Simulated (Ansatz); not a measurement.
Values for one crystal, relaxed and computed with PBEsol (plane waves, PAW; program Ansatz); other levels are named.

- Volume per atom = 13.36 Å³
- Electronic character = metallic (no gap)
- Formation energy from the elements (no fitted shifts) = -0.45 eV/atom
- Debye temperature from the elastic constants = 616 K
- Zone-centre stability = no imaginary mode at Γ
- Elastic constants (relaxed ions, GPa) = C11 = 438, C12 = 130, C13 = 101, C33 = 556, C44 = 210, C66 = 213
- Hill bulk and shear moduli = 232 and 198 GPa

Question: Pick the material that matches.
A. W2N, P4/mmm (W on 1a, W on 1d, N on 1c)
B. Si2W, MoSi2 or CaC2 type
C. HfB2, MoSi2 or CaC2 type
D. V2SiN, P6_3/mmc (V on 4f, Si on 2d, N on 2a)

Answer: B, Si2W, MoSi2 or CaC2 type

Space group I4/mmm (MoSi2 or CaC2 type). The PBEsol relaxation kept the symmetry of its start. No spin polarisation was allowed. As this level gives no gap, shear constants depend on the k-mesh and smearing (Fermi–Dirac, 0.1 eV here). The references are the lowest solids computed at this level, not always the standard phases. Scalar-relativistic: spin–orbit coupling is off unless named, which matters more the heavier the elements.

Potentials: the earlier of the program's two PAW sets. The files were generated under PBE; for other functionals the program regenerates the frozen cores, and for LDA and PBEsol the local potential too.
